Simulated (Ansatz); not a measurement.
Al:
Space group Im-3m (No. 229); a = b = c = 3.188 Å, α = β = γ = 90.00°

```tsv
atom	site	symmetry	x	y	z
Al	2a	m-3m	0.0000	0.0000	0.0000
```
(The calculation used a cell of 1 atom; values per cell refer to that cell.)

Relaxed with r²SCAN.

**Question.** Tabulate the valence density and the electron localisation function along the shortest Al–Al contact (2.76 Å), plane-wave PAW r²SCAN (Ansatz code).

**Answer.** 

```tsv
distance from Al (Å)	density (e/Å³)	ELF
0.28	0.07	0.08
0.41	0.08	0.02
0.55	0.11	0.07
0.69	0.16	0.25
0.83	0.20	0.48
0.97	0.22	0.60
1.10	0.22	0.64
1.24	0.22	0.64
1.38	0.21	0.64
1.52	0.22	0.64
1.66	0.22	0.64
1.79	0.22	0.60
1.93	0.20	0.48
2.07	0.16	0.25
2.21	0.11	0.07
2.35	0.08	0.02
2.49	0.07	0.08
```

The density is the valence pseudo-density with augmentation charge, so density and ELF within about 1 Å of a nucleus are not all-electron values.

The workflow started from a Materials Project entry (that database holds measured and hypothetical structures alike); the Crystallography Open Database copy checked does not list it. It is not the phase usual at ambient conditions (space group No. 225). The cell was relaxed with r²SCAN under the symmetry of its start. At this level the phase is mechanically unstable.

Potentials: the later of the program's two PAW sets.
